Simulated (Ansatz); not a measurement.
ZrPbO₃ (Pm-3m), stationary points along a deformation path

These are results of DFT PBEsol, scalar-relativistic, plane waves, PAW in Ansatz 0.2.0, not measurements. Settings: plane waves to 420 eV, k-mesh 8×8×8 (Γ-centred), Gaussian smearing 0.05 eV. Spin–orbit coupling is left out, which matters for the heavy elements here. No spin polarisation. Energies are free energies at this smearing, counted from the undisturbed cell; pressure is positive in compression.

The starting cell (relaxed at this level; it needn't be the usual structure):

```
Zr Pb O
1.0
     4.14129    0.00000    0.00000
     0.00000    4.14129    0.00000
     0.00000    0.00000    4.14129
Zr Pb O
1 1 3
Direct
  0.00000 0.00000 0.00000
  0.50000 0.50000 0.50000
  0.50000 0.00000 0.00000
  0.00000 0.00000 0.50000
  0.00000 0.50000 0.00000
```

At fixed volume and fractional coordinates, lengths along (0.000, 0.000, 1.000) are scaled against those across it; ρ is that ratio over its starting value. V = 14.205 Å³/atom. Δσ is the stress along the axis less the mean stress across it (compression positive).

```
    ρ  ΔE (meV/atom)  Δσ (GPa) space group
0.650         2289.7    223.22       P4/mmm
0.707         1352.9    158.24       P4/mmm
0.780          607.4     98.43       P4/mmm
0.850          227.2     53.24       P4/mmm
0.920           53.2     22.85       P4/mmm
0.960           12.0     10.25       P4/mmm
1.000            0.0      0.00        Pm-3m
1.050           15.6    -10.58       P4/mmm
1.100           57.3    -19.67       P4/mmm
1.200          200.2    -35.89       P4/mmm
1.300          406.5    -51.57       P4/mmm
1.414          707.7    -70.10       P4/mmm
1.500          977.5    -84.76       P4/mmm
```

Q: How does the stress give the slope of the energy, and where is the energy stationary?

A: Along the path d ln(length) is 2/3 d ln ρ on the axis and −1/3 d ln ρ across it, so dE/d ln ρ = −(2/3) V Δσ: the energy falls with ρ where Δσ is positive. Δσ vanishes or changes sign at ρ = 1.000 (Pm-3m), a minimum at 0.0 meV/atom. Pairs of stationary points between two samples would go unseen, and could change a minimum read from distant neighbours into a maximum. At ρ = 1.000 the cell is cubic, where symmetry alone makes the stress isotropic and the slope zero.

Q: Which shear constant sets the curvature at ρ = 1?

A: For a cubic crystal E/V = (2/3) C (ln ρ)² with C = C′ = (C11 − C12)/2, so Δσ = −2C ln ρ. The parabola of Δσ against ln ρ through ρ = 0.960, 1 and 1.050 gives C ≈ 118 GPa with the ions clamped, rough because the steps are large.

Q: Integrate that slope from ρ = 1 to 1.200 by the trapezoid rule.

A: With V/N in Å³ and 1 eV/Å³ = 160.2 GPa the slopes at ρ = 1.000, 1.050, 1.100, 1.200 are 0, 626, 1162, 2121 meV/atom per unit of ln ρ. The steps add 15.3 + 41.6 + 142.9 = 199.7 meV/atom, against 200.2 from the energies; the trapezoid rule misses the curvature of the slope within each step.

The gap closes along the scan, which can put kinks into the curve.

Symmetry holds off the tilts and polar distortions that many cubic perovskites undergo.

Cost: 13 runs of about 3.6 core-minutes in all, on Intel Xeon Processor @ 2.50GHz (Skylake/Cascade Lake) (shared hosts).